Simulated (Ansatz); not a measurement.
Rh: an elastic constant from a strain scan

Theory: DFT r2SCAN, scalar-relativistic, plane waves, PAW (Ansatz). Cutoff 500 eV, Γ-centred 22×22×22 k-points, Gaussian smearing of 0.15 eV. No spin polarisation. Energies are free energies at this smearing, counted from the undisturbed cell; pressure is positive in compression.

The starting cell (as given, not relaxed at this level; it stands at -0.6 GPa):

```yaml
crystal:
  lattice:
    - [0.00000, 1.90155, 1.90155]
    - [1.90155, 0.00000, 1.90155]
    - [1.90155, 1.90155, 0.00000]
  atoms:
    - { symbol: Rh, position: [0.00000, 0.00000, 0.00000] }
```

The cell is strained by ε times the Voigt pattern (0, 1, 0, 0, 0, 0) (xx, yy, zz, yz, xz, xy; engineering shear) with fractional coordinates fixed. The cell holds 1 atom in V0 = 13.75 Å³. The stress column is τ = (1/V0) dE/dε, got from the stress tensor σ (compression positive) at each point as −det(1 + εP) σ : P(1 + εP)⁻¹, with P the pattern as a tensor.

```
      ε  ΔE (meV/atom)  τ (GPa)
-0.0200          6.820   -8.775
-0.0150          3.586   -6.311
-0.0100          1.392   -3.923
-0.0050          0.207   -1.609
 0.0000          0.000    0.631
 0.0050          0.739    2.800
 0.0100          2.393    4.897
 0.0150          4.933    6.926
 0.0175          6.525    7.915
 0.0200              ?        ?
```

**Question.** Which combination of elastic constants does this scan measure, and how large is it?

**Answer.** For small ε, τ = τ0 + Kε with K = pᵀCp, which for this pattern is C11 in the cubic axes. The parabola through τ at ε = -0.0050, 0 and 0.0050 has slope K = 441 GPa at zero. The energies per cell, E = NΔE, of the same two points give K = 2[E(ε₊)/ε₊ − E(ε₋)/ε₋]/[(ε₊ − ε₋)V0] = 441 GPa, in agreement.

**Question.** Predict the withheld row at ε = 0.0200 from the harmonic law, and compare.

**Answer.** ΔE = V0(τ0 ε + Kε²/2)/N = 8.652 meV/atom and τ = 9.45 GPa. The calculation gives 8.328 meV/atom and 8.89 GPa, a miss of 3.7 % of the harmonic energy, so the harmonic law still holds on this side, though at ε = -0.0200 the energy lies 5 % above it.

In a metal these slopes depend on the k mesh and the smearing.